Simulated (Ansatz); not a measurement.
Relaxed-ion elastic tensor of Al (fcc (Cu type), Fm-3m) in GPa (Voigt order), the program Ansatz at the LDA level (PAW); density 2.84 g/cm³, 15.80 Å³ per atom.

|  | 1 | 2 | 3 | 4 | 5 | 6 |
|---|---|---|---|---|---|---|
| 1 | 122 | 65.1 | 65.1 | 0.0 | 0.0 | 0.0 |
| 2 | 65.1 | 122 | 65.1 | 0.0 | 0.0 | 0.0 |
| 3 | 65.1 | 65.1 | 122 | 0.0 | 0.0 | 0.0 |
| 4 | 0.0 | 0.0 | 0.0 | 36.1 | 0.0 | 0.0 |
| 5 | 0.0 | 0.0 | 0.0 | 0.0 | 36.1 | 0.0 |
| 6 | 0.0 | 0.0 | 0.0 | 0.0 | 0.0 | 36.1 |

**Question.** Is the crystal mechanically stable?

**Answer.** Yes: the smallest eigenvalue of C is 36.1 GPa.

**Question.** Work out the Voigt, Reuss and Hill averages.

**Answer.** K_V = 84.0, K_R = 84.0, K_H = 84.0; G_V = 33.0, G_R = 32.6, G_H = 32.8 GPa.

**Question.** Give Young's modulus, Poisson's ratio, Pugh's ratio and the universal anisotropy index.

**Answer.** E = 9KG/(3K + G) = 87.0 GPa; ν = 0.33; K/G = 2.56 (ductile by the Pugh limit of 1.75); A_U = 5G_V/G_R + K_V/K_R − 6 = 0.07.

**Question.** Estimate the sound speeds and the Debye temperature.

**Answer.** v_l = √((K + 4G/3)/ρ) = 6710 m/s, v_t = √(G/ρ) = 3400 m/s, mean 3810 m/s; Θ = (h/k)(3n/4πV)^(1/3) v_m = 452 K.

**Question.** Give the Zener ratio and Young's modulus along [100], [110] and [111].

**Answer.** A = 2C44/(C11 − C12) = 1.27; 1/E = S11 − 2(S11 − S12 − S44/2)Γ with Γ = 0, 1/4, 1/3 gives 76.5, 89.4, 94.7 GPa.

**Question.** Solve the Christoffel equation for the three sound speeds along [100], [110], [111].

**Answer.** Eigenvalues of C_ijkl n_j n_l equal ρv². In km/s, slowest first: [100] 3.57, 3.57, 6.55; [110] 3.16, 3.57, 6.76; [111] 3.30, 3.30, 6.83.

Symmetry was held in the LDA relaxation. As this level gives no gap, shear constants depend on the k-mesh and smearing (Fermi–Dirac, 0.1 eV here).

Potentials: the earlier of the program's two PAW sets.
